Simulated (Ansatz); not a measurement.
**Al (Im-3m), an elastic constant from a strain scan**

Computed with DFT r2SCAN, scalar-relativistic, plane waves, PAW in Ansatz 0.2.0. The runs took a 500 eV cutoff, a Γ-centred 26×26×26 mesh and Gaussian smearing (0.15 eV). No spin polarisation. Energies are free energies at this smearing, counted from the undisturbed cell; pressure is positive in compression.

Reference structure (relaxed at this level; this bcc form isn't the usual structure):

```
Al
1.0
    -1.59437    1.59437    1.59437
     1.59437   -1.59437    1.59437
     1.59437    1.59437   -1.59437
Al
1
Cartesian
  0.0000 0.0000 0.0000
```

The cell is strained by ε times the Voigt pattern (1, -1, 0, 0, 0, 0) (xx, yy, zz, yz, xz, xy; engineering shear) with fractional coordinates fixed. The cell holds 1 atom in V0 = 16.21 Å³. The stress column is τ = (1/V0) dE/dε, got from the stress tensor σ (compression positive) at each point as −det(1 + εP) σ : P(1 + εP)⁻¹, with P the pattern as a tensor.

| ε | ΔE (meV/atom) | τ (GPa) |
| --- | --- | --- |
| -0.0525 | -10.265 | 3.557 |
| -0.0450 | -7.607 | 3.392 |
| -0.0375 | -5.196 | 2.941 |
| -0.0300 | -3.155 | 2.417 |
| -0.0225 | -1.614 | 1.587 |
| -0.0150 | -0.709 | 0.890 |
| -0.0075 | -0.186 | 0.482 |
| 0.0000 | 0.000 | 0.000 |
| 0.0075 | -0.186 | -0.482 |
| 0.0150 | -0.709 | -0.890 |
| 0.0225 | -1.614 | -1.587 |
| 0.0300 | -3.155 | -2.417 |
| 0.0375 | -5.196 | -2.941 |
| 0.0450 | -7.607 | -3.392 |
| 0.0525 | -10.265 | -3.557 |
| 0.0600 | ? | ? |

Q: Which combination of elastic constants does this scan measure, and how large is it?

A: For small ε, τ = τ0 + Kε with K = pᵀCp, which for this pattern is 2(C11 − C12) in the cubic axes. The parabola through τ at ε = -0.0075, 0 and 0.0075 has slope K = -64 GPa at zero. The energies per cell, E = NΔE, of the same two points give K = 2[E(ε₊)/ε₊ − E(ε₋)/ε₋]/[(ε₊ − ε₋)V0] = -65 GPa, in agreement. K is negative: with the atoms carried along, the cell is unstable to this strain.

Q: Predict the withheld row at ε = 0.0600 from the harmonic law, and compare.

A: ΔE = V0(τ0 ε + Kε²/2)/N = -11.694 meV/atom and τ = -3.85 GPa. The calculation gives -13.011 meV/atom and -3.76 GPa: the energy lies 11 % below the harmonic value.

In a metal these slopes depend on the k mesh and the smearing.